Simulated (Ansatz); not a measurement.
In$_{2}$Te$_{3}$:
Space group R-3m, hexagonal axes (No. 166); a = 4.236 Å, b = 4.236 Å, c = 27.824 Å, α = 90.00°, β = 90.00°, γ = 120.00°

| atom | site | symmetry | x | y | z |
|---|---|---|---|---|---|
| In | 6c | 3m | 0.0000 | 0.0000 | 0.4010 |
| Te | 6c | 3m | 0.0000 | 0.0000 | 0.2115 |
| Te | 3a | -3m | 0.0000 | 0.0000 | 0.0000 |
(The calculation used a cell of 5 atoms; values per cell refer to that cell.)

This is the LDA-relaxed structure.

### Question
All from LDA (plane waves, PAW; program Ansatz), unless another level is named. Predict the electronic character.

### Answer
metallic (no gap).

### Question
Next, the formation energy from the elements (no fitted shifts)?

### Answer
-0.25 eV/atom.

### Question
Predict the density of states at the Fermi level.

### Answer
0.22 states/eV per atom (mean over ±0.08 eV).

The workflow started from a Materials Project entry (that database holds measured and hypothetical structures alike); the Crystallography Open Database copy checked does not list it. COD files the formula under space group No. 216. Whether it is the stable phase at ambient conditions was not checked. The cell was relaxed with LDA under the symmetry of its start; whether a distortion lowers the energy is not shown. A crystal of weakly bound layers computed without a dispersion correction: the cell and the soft elastic constants depend strongly on that. The references are the lowest solids computed at this level, not always the standard phases. Scalar-relativistic: spin–orbit coupling is off unless named, which matters more the heavier the elements.

Potentials: the later of the program's two PAW sets.
